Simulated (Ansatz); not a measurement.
# Property card for SiNi

SiNi:
```cif
data_Ni3Si3
_chemical_formula_sum 'Ni3 Si3'
_space_group_name_H-M_alt 'P6/mmm'
_space_group_IT_number 191
_space_group_name_Hall '-P 6 2'
_cell_length_a 4.85874
_cell_length_b 4.85874
_cell_length_c 3.81644
_cell_angle_alpha 90.000
_cell_angle_beta 90.000
_cell_angle_gamma 120.000
loop_
_atom_site_label
_atom_site_type_symbol
_atom_site_symmetry_multiplicity
_atom_site_Wyckoff_symbol
_atom_site_fract_x
_atom_site_fract_y
_atom_site_fract_z
_atom_site_occupancy
Ni1 Ni 3 f 0.00000 0.50000 0.00000 1
Si1 Si 1 a 0.00000 0.00000 0.00000 1
Si2 Si 2 d 0.33333 0.66667 0.50000 1
```

Space group P6/mmm (No. 191); conventional cell a = 4.859 Å, b = 4.859 Å, c = 3.816 Å, α = 90.00°, β = 90.00°, γ = 120.00°.

Method: the program Ansatz at the PBE level (PAW). Structure relaxed to zero pressure with the same functional. Other levels are named where they apply.

**Cell and energy**

```yaml
volume_per_atom: 13.00 Å³
density: 5.54 g/cm³
Formation energy from the elements (no fitted shifts): -0.35 eV/atom
```

**Electronic structure**

```yaml
electronic_character: metallic (no gap)
Density of states at the Fermi level: 0.54 states/eV per atom (mean over ±0.08 eV)
```

**Magnetism**

```yaml
magnetic_order: non-magnetic (starting moments vanished)
```

**Mechanics**

```yaml
Bulk modulus (Birch–Murnaghan fit): 163 GPa
Pressure derivative B′: 4.6
```

A made-up cell: these elements were put on the sites of a structure type; neither database checked (COD, Materials Project) lists it. It is not the phase usual at ambient conditions (space group No. 62). The cell was relaxed with PBE under the symmetry of its start; whether a distortion lowers the energy is not shown. The workflow began spin-polarised and lost its moments. The references are the lowest solids computed at this level, not always the standard phases.

Potentials: the later of the program's two PAW sets.
